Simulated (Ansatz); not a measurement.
PbSe (rock salt)

```cif
data_Pb4Se4
_chemical_formula_sum 'Se4 Pb4'
_space_group_name_H-M_alt 'Fm-3m'
_space_group_IT_number 225
_space_group_name_Hall '-F 4 2 3'
_cell_length_a 6.21775
_cell_length_b 6.21775
_cell_length_c 6.21775
_cell_angle_alpha 90.000
_cell_angle_beta 90.000
_cell_angle_gamma 90.000
loop_
_atom_site_label
_atom_site_type_symbol
_atom_site_symmetry_multiplicity
_atom_site_Wyckoff_symbol
_atom_site_fract_x
_atom_site_fract_y
_atom_site_fract_z
_atom_site_occupancy
Se1 Se 4 a 0.00000 0.00000 0.00000 1
Pb1 Pb 4 b 0.50000 0.50000 0.50000 1
```
(The calculation used a cell of 2 atoms; values per cell refer to that cell.)

Two coordinates are scanned: the volume, and the ratio of the stretch along z (the conventional c axis) to the stretch across it. Atoms keep their fractional coordinates.

Calculation: PBE (plane waves to 420 eV, PAW, scalar-relativistic; Ansatz, an electronic-structure program). k mesh 9×9×9 (Γ-centred), Fermi-Dirac smearing 0.05 eV. Stress and pressure are positive under compression. PbSe was relaxed with its symmetry unable to fall. Spin-orbit coupling is left out, though Pb is heavy. 

```csv
σzz (GPa),V/V₀ = 0.960,V/V₀ = 0.973,V/V₀ = 0.987,V/V₀ = 1.000,V/V₀ = 1.013,V/V₀ = 1.027,V/V₀ = 1.040
(c/a)/(c/a)₀ = 0.920,…,10.0,8.8,7.7,6.7,5.7,…
(c/a)/(c/a)₀ = 0.947,7.6,6.5,5.5,…,3.7,2.9,2.2
(c/a)/(c/a)₀ = 0.973,…,3.7,2.8,2.0,1.3,0.6,0.0
(c/a)/(c/a)₀ = 1.000,2.1,1.3,0.6,0.0,-0.6,-1.2,-1.7
(c/a)/(c/a)₀ = 1.027,0.1,-0.5,-1.1,-1.6,-2.1,-2.6,-3.0
(c/a)/(c/a)₀ = 1.053,-1.5,-2.0,-2.5,-2.9,-3.3,-3.7,-4.0
(c/a)/(c/a)₀ = 1.080,-2.7,-3.1,-3.5,-3.8,-4.1,…,…
```

Question: Complete the blanks.

Answer: 
- (c/a)/(c/a)₀ = 0.920, V/V₀ = 0.960: 11.3
- (c/a)/(c/a)₀ = 0.920, V/V₀ = 1.040: 4.8
- (c/a)/(c/a)₀ = 0.947, V/V₀ = 1.000: 4.6
- (c/a)/(c/a)₀ = 0.973, V/V₀ = 0.960: 4.5
- (c/a)/(c/a)₀ = 1.080, V/V₀ = 1.027: -4.4
- (c/a)/(c/a)₀ = 1.080, V/V₀ = 1.040: -4.7

(A scan under strain: stresses follow from slopes of the energy per volume, elastic moduli from its curvatures.)
